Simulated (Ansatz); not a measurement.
**Notes on Cs2NaYBr6**

```
CELL_PARAMETERS angstrom
0.08863 5.66278 5.67614
5.75404 -0.00654 5.77132
5.66729 5.67121 0.08020
ATOMIC_POSITIONS crystal
Na 0.46329 0.53323 0.48910
Br 0.74923 0.22532 0.22615
Br 0.23586 0.78894 0.28962
Br 0.19974 0.81385 0.75035
Br 0.74523 0.27241 0.72881
Br 0.26129 0.26379 0.72103
Br 0.75599 0.73891 0.27545
Y 0.99485 0.98799 0.00204
Cs 0.31151 0.24228 0.19576
Cs 0.72872 0.73733 0.69584
```

The numbers come from plane-wave PAW DFT (Ansatz): m-r2SCAN, no spin polarisation, 500 eV, 3×3×3 (shifted by 0, 0.5, 0.5 steps) k points, gaussian occupations (width 0.0446 eV). Nothing was relaxed.

(1) Is there a gap, and of what kind?

(2) Which orbitals make up the band edges?

(3) Which element gives electrons and which takes them?

(4) Which atom feels the largest force, and which way?

(5) What does the stress say?

Origin: a strained cell with displaced atoms, so it need not be a known compound. Caveats: an odd or shifted mesh can miss the band edges, so this level's true gap may be smaller; atoms or cell far from equilibrium; m-r2SCAN is r2SCAN with a changed spin dependence that lowers moments.

Answers

(1) The gap on the k mesh is 4.37 eV; the mesh may miss the band edges, so the true gap of this level can be smaller.

(2) Within 0.7 eV of the edges, the states project mainly on Br p (98 %) below the gap and on Y d (78 %) above it.

(3) Bader charges in e: Cs +0.86, Na +0.87, Y +2.07, Br -0.82 to -0.71. In the mean Y gives up most and Br takes most.

(4) The largest is on Br4: 3.40 eV/Å, components (-3.40, 0.01, 0.07). It makes 173° with the line to a nearest neighbour, Y8 at 2.43 Å, pointing away from it.

(5) The pressure is 2.1 GPa (compression positive), so with the atoms held at these fractions the cell would first expand; the forces are large, so a full relaxation may end otherwise. The principal stresses 0.1, 0.7, 5.4 GPa differ, so its shape would change too.
